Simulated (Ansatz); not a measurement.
Input:

AuSb2 (space group Pa-3)

```yaml
crystal:
  lattice:
    - [6.67437, 0.00000, 0.00000]
    - [0.00000, 6.67437, 0.00000]
    - [0.00000, 0.00000, 6.67437]
  atoms:
    - { symbol: Sb, position: [0.37503, 0.12497, 0.87503] }
    - { symbol: Sb, position: [0.62497, 0.87503, 0.12497] }
    - { symbol: Sb, position: [0.12497, 0.87503, 0.37503] }
    - { symbol: Sb, position: [0.87503, 0.12497, 0.62497] }
    - { symbol: Sb, position: [0.87503, 0.37503, 0.12497] }
    - { symbol: Sb, position: [0.12497, 0.62497, 0.87503] }
    - { symbol: Sb, position: [0.62497, 0.62497, 0.62497] }
    - { symbol: Sb, position: [0.37503, 0.37503, 0.37503] }
    - { symbol: Au, position: [0.00000, 0.50000, 0.50000] }
    - { symbol: Au, position: [0.50000, 0.50000, 0.00000] }
    - { symbol: Au, position: [0.50000, 0.00000, 0.50000] }
    - { symbol: Au, position: [0.00000, 0.00000, 0.00000] }
```

This relaxed cell (volume V₀) is scaled evenly in all directions, its shape held. The atoms relax within the cell's symmetry.

The numbers are results of PBEsol (plane waves to 420 eV, PAW, scalar-relativistic; Ansatz, a quantum-chemistry and plane-wave program), not measurements. k mesh 6×6×6 (Γ-centred), Fermi-Dirac smearing 0.05 eV. Energies are smeared free energies. Compression counts positive. AuSb2 was relaxed with its symmetry unable to fall. Spin-orbit coupling is left out, though Au and Sb are heavy. ΔE is measured from the relaxed starting cell.

The scan covers V/V₀ from 0.840 to 1.160 in 9 points.

Task: What pressure does the cell carry at V/V₀ = 0.840?

Result: 23.4 GPa.

Task: What is ΔE at V/V₀ = 1.160?

Result: 126 meV/atom.

Task: What is ΔE at V/V₀ = 0.840?

Result: 243 meV/atom.

(Under strain, the slope of the energy per volume gives the stress and its curvature an elastic modulus.)
